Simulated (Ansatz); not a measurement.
GaSb: computed property card

GaSb:
```xyz
8
Lattice="4.3283 0.0000 0.0000 -2.1642 3.7484 0.0000 0.0000 0.0000 14.1997" Properties=species:S:1:pos:R:3 pbc="T T T"
Ga     2.1642     1.2495    14.1963
Sb     2.1642     1.2495     2.6658
Ga     0.0000     0.0000     3.5568
Sb     0.0000     0.0000     6.2056
Ga     0.0000     2.4990     7.0964
Sb     0.0000     2.4990     9.7657
Ga     0.0000     0.0000    10.6567
Sb     0.0000     0.0000    13.3054
```

Space group P6_3mc (No. 186); conventional cell a = b = 4.328 Å, c = 14.200 Å, α = β = 90.00°, γ = 120.00°.

Method: plane-wave PAW r²SCAN (Ansatz code). Geometry: relaxed at this level of theory. Other levels are named where they apply.

### Cell and energy

```yaml
volume_per_atom: 28.80 Å³
density: 5.52 g/cm³
Formation energy from the elements (no fitted shifts): -0.23 eV/atom
```

### Electronic structure

```yaml
band_gap: 0.42 eV (direct)
valence_band_maximum: at Γ
conduction_band_minimum: at Γ
electron_effective_mass: 0.025 mₑ (isotropic)
Electron effective mass with spin–orbit coupling: 0.016, 0.016, 0.018 mₑ (principal values)
Hole effective mass, band 1 of 2 at the edge: 0.69 along x, 0.60 along z (mₑ)
Hole effective mass, band 2 of 2 at the edge: 0.023 along x, 0.60 along z (mₑ)
Hole effective mass with spin–orbit coupling: 0.022, 0.022, 0.57 mₑ (principal values)
HSE06 gap on the r²SCAN cell: 0.80 eV
Gap with spin–orbit coupling: 0.20 eV
```

### Mechanics

```yaml
Bulk modulus (Birch–Murnaghan fit): 52.7 GPa
Pressure derivative B′: 5.0
Elastic constants (relaxed ions, GPa): C11 = 104, C12 = 33.4, C13 = 22.4, C33 = 117, C44 = 29.3
mechanical_stability: stable (all eigenvalues of C positive)
hill_bulk_and_shear_moduli: 53.5 and 34.8 GPa
Young's modulus: 85.7 GPa
Poisson's ratio: 0.23
debye_temperature_from_the_elastic_constants: 270 K
Piezoelectric stress constants (proper, relaxed ions, C/m²): e15 = e24 = 0.13, e31 = e32 = 0.12, e33 = -0.31
```

### Charges

```yaml
bader_charges: Ga +0.38, Sb -0.38 e
```

The start of the workflow was typed in or built on a structure type; the Crystallography Open Database copy checked does not list it. It is not the phase usual at ambient conditions (space group No. 216). The cell was relaxed with r²SCAN under the symmetry of its start; its stability against distortions is not shown here. Signs of piezoelectric constants follow the polarity of the cell as given. The references are the lowest solids computed at this level, not always the standard phases. Scalar-relativistic: spin–orbit coupling is off unless named, which matters more the heavier the elements.

Potentials: the later of the program's two PAW sets.
